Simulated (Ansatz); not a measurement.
ZnSnO₃:
```cif
data_O18Sn6Zn6
_chemical_formula_sum 'Zn6 Sn6 O18'
_space_group_name_H-M_alt 'R3c :H'
_space_group_IT_number 161
_space_group_name_Hall 'R 3 -2"c'
_cell_length_a 5.27822
_cell_length_b 5.27822
_cell_length_c 14.01079
_cell_angle_alpha 90.000
_cell_angle_beta 90.000
_cell_angle_gamma 120.000
loop_
_atom_site_label
_atom_site_type_symbol
_atom_site_symmetry_multiplicity
_atom_site_Wyckoff_symbol
_atom_site_fract_x
_atom_site_fract_y
_atom_site_fract_z
_atom_site_occupancy
Zn1 Zn 6 a 0.00000 0.00000 0.21546 1
Sn1 Sn 6 a 0.00000 0.00000 0.49778 1
O1 O 18 b 0.00907 0.30727 0.09606 1
```
(The calculation used a cell of 10 atoms; values per cell refer to that cell.)

Relaxed with PBEsol.

Task: Which orbitals make up the states near the band edges in the program Ansatz at the PBEsol level (PAW)?

Result: Top 1 eV of the valence band: O 2p 84 %, Zn 3d 13 %. Bottom 1 eV of the conduction band: Sn 5s 31 %, O 2s 25 %, O 2p 23 %, Zn 4s 18 %. Projections are on Löwdin-orthogonalised atomic valence shells; empty p or d shells of many metals are not among them.

Task: Tabulate the density of states.

Result: States/eV per cell of 10 atoms, in 0.25 eV bins, energy from the valence-band maximum.

| E (eV) | total | O 2p | Zn 3d | Sn 5s |
|---|---|---|---|---|
| -7.85 | 0.95 | 0.52 | 0.03 | 0.35 |
| -7.60 | 1.34 | 0.73 | 0.06 | 0.45 |
| -7.35 | 2.00 | 1.09 | 0.11 | 0.62 |
| -7.10 | 2.67 | 1.46 | 0.18 | 0.77 |
| -6.85 | 2.30 | 1.26 | 0.20 | 0.58 |
| -6.60 | 2.39 | 1.32 | 0.25 | 0.54 |
| -6.35 | 1.86 | 1.03 | 0.24 | 0.35 |
| -6.10 | 1.30 | 0.72 | 0.19 | 0.20 |
| -5.85 | 0.49 | 0.29 | 0.08 | 0.04 |
| -5.60 | 3.69 | 2.01 | 0.97 | 0.02 |
| -5.35 | 7.18 | 3.56 | 2.48 | 0.04 |
| -5.10 | 10.85 | 5.04 | 4.40 | 0.07 |
| -4.85 | 15.88 | 5.35 | 9.49 | 0.08 |
| -4.60 | 8.77 | 2.59 | 5.62 | 0.08 |
| -4.35 | 15.73 | 3.24 | 11.80 | 0.12 |
| -4.10 | 18.00 | 2.58 | 14.69 | 0.16 |
| -3.85 | 9.54 | 2.45 | 6.24 | 0.09 |
| -3.60 | 11.43 | 3.88 | 6.34 | 0.08 |
| -3.35 | 7.70 | 3.74 | 2.90 | 0.06 |
| -3.10 | 7.17 | 4.28 | 1.86 | 0.07 |
| -2.85 | 5.70 | 3.70 | 1.23 | 0.05 |
| -2.60 | 6.70 | 4.61 | 1.29 | 0.07 |
| -2.35 | 5.92 | 4.50 | 0.80 | 0.04 |
| -2.10 | 5.82 | 4.63 | 0.71 | 0.03 |
| -1.85 | 6.99 | 5.72 | 0.75 | 0.04 |
| -1.60 | 8.16 | 6.93 | 0.70 | 0.03 |
| -1.35 | 10.02 | 8.81 | 0.70 | 0.02 |
| -1.10 | 7.80 | 6.84 | 0.60 | 0.02 |
| -0.85 | 8.30 | 7.05 | 0.88 | 0.02 |
| -0.60 | 9.09 | 7.62 | 1.14 | 0.01 |
| -0.35 | 10.98 | 9.21 | 1.46 | 0.01 |
| -0.10 | 6.50 | 5.38 | 1.00 | 0.00 |
| 0.15 | 0.00 | 0.00 | 0.00 | 0.00 |
| 0.40 | 0.00 | 0.00 | 0.00 | 0.00 |
| 0.65 | 0.00 | 0.00 | 0.00 | 0.00 |
| 0.90 | 0.00 | 0.00 | 0.00 | 0.00 |
| 1.15 | 0.00 | 0.00 | 0.00 | 0.00 |
| 1.40 | 0.01 | 0.00 | 0.00 | 0.00 |
| 1.65 | 0.06 | 0.01 | 0.00 | 0.02 |
| 1.90 | 0.09 | 0.02 | 0.00 | 0.03 |
| 2.15 | 0.13 | 0.04 | 0.00 | 0.04 |
| 2.40 | 0.18 | 0.05 | 0.00 | 0.06 |
| 2.65 | 0.24 | 0.07 | 0.00 | 0.08 |
| 2.90 | 0.32 | 0.10 | 0.00 | 0.10 |
| 3.15 | 0.40 | 0.13 | 0.00 | 0.13 |
| 3.40 | 0.51 | 0.17 | 0.00 | 0.18 |
| 3.65 | 0.65 | 0.22 | 0.00 | 0.24 |
| 3.90 | 0.82 | 0.28 | 0.00 | 0.31 |
| 4.15 | 1.11 | 0.38 | 0.00 | 0.44 |
| 4.40 | 1.54 | 0.53 | 0.00 | 0.63 |
| 4.65 | 1.94 | 0.68 | 0.00 | 0.83 |
| 4.90 | 1.96 | 0.66 | 0.00 | 0.81 |
| 5.15 | 1.92 | 0.65 | 0.00 | 0.78 |
| 5.40 | 1.77 | 0.58 | 0.00 | 0.69 |
| 5.65 | 1.90 | 0.58 | 0.00 | 0.68 |
| 5.90 | 1.91 | 0.40 | 0.00 | 0.32 |

The cell was relaxed with PBEsol under the symmetry of its start. Scalar-relativistic: spin–orbit coupling is off unless named, which matters more the heavier the elements.

Potentials: the later of the program's two PAW sets.
